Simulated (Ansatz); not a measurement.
InGa3P4 as one 8-atom ordering (P-4m2) on the zincblende lattice was put through Ansatz (plane waves). Cell and atoms come from a relaxation with r2SCAN.

The cell given to it:
```cif
data_structure
_symmetry_space_group_name_H-M 'P 1'
_symmetry_Int_Tables_number 1
_cell_length_a 3.9273
_cell_length_b 3.9273
_cell_length_c 11.1772
_cell_angle_alpha 90.000
_cell_angle_beta 90.000
_cell_angle_gamma 90.000
_cell_volume 172.39
loop_
_atom_site_label
_atom_site_type_symbol
_atom_site_fract_x
_atom_site_fract_y
_atom_site_fract_z
_atom_site_occupancy
Ga1 Ga 0.00000 0.00000 0.76000 1
P1 P 0.00000 0.50000 0.88008 1
Ga2 Ga 0.50000 0.50000 0.00000 1
P2 P 0.50000 0.00000 0.11992 1
Ga3 Ga 0.00000 0.00000 0.24000 1
P3 P 0.00000 0.50000 0.35872 1
In1 In 0.50000 0.50000 0.50000 1
P4 P 0.50000 0.00000 0.64128 1
```

What the program printed (shortened):
```
scf.n_extra_bands = 6 over 36 filled bands (N_el = 72.0): the run solves 42 bands
Pseudopotential: Ga, paw, valence charge 13, recommended cutoff 420 eV
Pseudopotential: P, paw, valence charge 5, recommended cutoff 420 eV
Pseudopotential: In, paw, valence charge 13, recommended cutoff 420 eV
Crystal: 8 atoms, lattice volume = 172.394 Å³
Basis set: ecut = 420 eV, 3397 PW (Γ)
Bands: 42, of which v1, the nominal top of the filled ones, is band 36 counted from 1 (35 counted from 0)
Symmetry: 8 space group operations
Space group: P-4m2 (ITA 115)
k-points: 20 of 72
preconditioner: auto → Resta (q_TF=auto, 2.359 Å⁻¹)  ε∞=4.2  [insulator: Δε(μ)=1.303 eV  σ=0.020 eV  ℏωp=24.0 eV]
SCF converged after 8 iterations
Free energy (F): -19972.486208 eV
Fermi energy:    7.734643 eV
--- Per-component energies (eV) ---
  E_band       = -229.334708
  E_kinetic    = 871.866729
  E_local      = -8070.077546
  E_nonlocal   = 1778.243933
  E_hartree    = 3638.690875
  E_xc         = -668.494489
  E_vxc        = -516.386264
  E_paw        = -12400.880569
  E_vpaw       = -1570.362961
  E_ewald      = -5121.834836
--- Forces (eV/Å), atoms counted from 1 ---
  atom   1  Ga      0.00000      0.00000    -0.00154
  atom   2  P       0.00000      0.00000    -0.00059
  atom   3  Ga      0.00000      0.00000      0.00000
  atom   4  P       0.00000      0.00000      0.00059
  atom   5  Ga      0.00000      0.00000      0.00154
  atom   6  P       0.00000      0.00000      0.01769
  atom   7  In      0.00000      0.00000      0.00000
  atom   8  P       0.00000      0.00000    -0.01769
--- Stress (GPa, compression-positive) ---
        2.234237       0.000000       0.000000
        0.000000       2.234237       0.000000
        0.000000       0.000000       2.176235
  P = ⅓ Tr σ = 2.2149 GPa (22.149 kbar)
--- Band table (eV; the first three rows and the last of 20) ---
  k-point 0: bands = […, 5.2433, 5.6425, 5.6425, 6.9535, 7.0746, 7.0746, 8.3811, 8.6464, 8.7699, 9.3374, …]
  k-point 1: bands = […, 5.3923, 5.4504, 6.2865, 6.2865, 6.6338, 6.6338, 8.6441, 8.6632, 9.3197, 9.5227, …]
  k-point 2: bands = […, 5.2439, 5.3587, 5.5521, 5.7536, 6.4050, 6.9763, 8.9152, 9.4061, 9.6087, 10.0343, …]
  k-point 19: bands = […, 4.0095, 4.0095, 4.1127, 4.1395, 4.1444, 4.1444, 9.6937, 9.6937, 9.8245, 9.8245, …]
```

Problem. What input produced it? Give the YAML, leaving the band path aside.

Solution.
```yaml
crystal:
  # lattice and atoms as above
kpoints:
  mp_grid: { grid: [6, 6, 2] }
hamiltonian:
  xc: pbe
scf:
  occupations: { method: fermi_dirac, width: 0.02 }
  n_extra_bands: 6
output:
  forces: true
  stress: true
  eigenvalues: true
```
There is no exchange loop, so no exact exchange. The compression on the r2SCAN cell fits PBE, which tends to larger cells. A single point prints forces and stress when the output block asks for them. Close relatives of this functional can't be ruled out from these lines alone. This is the file that was run, less any keys that only write grids; thresholds and some counts can't be read off the log exactly.

Run as `ansatz run input.yaml --threads 4 --pin off --max-ram 6451MiB --backend cpu --events-out ev --progress --plain --runs-dir out`. Wall time 11 s on 4 threads of Intel(R) Xeon(R) Platinum 8259CL CPU @ 2.50GHz (Skylake/Cascade Lake), with other jobs on the host, load about 0.5 per core; peak host memory 0.76 GiB.

No spin polarisation. The prototype was imposed, so other structures may be more stable.

Spin-orbit coupling is left out, which matters wherever the heavy atoms make up the band edges.
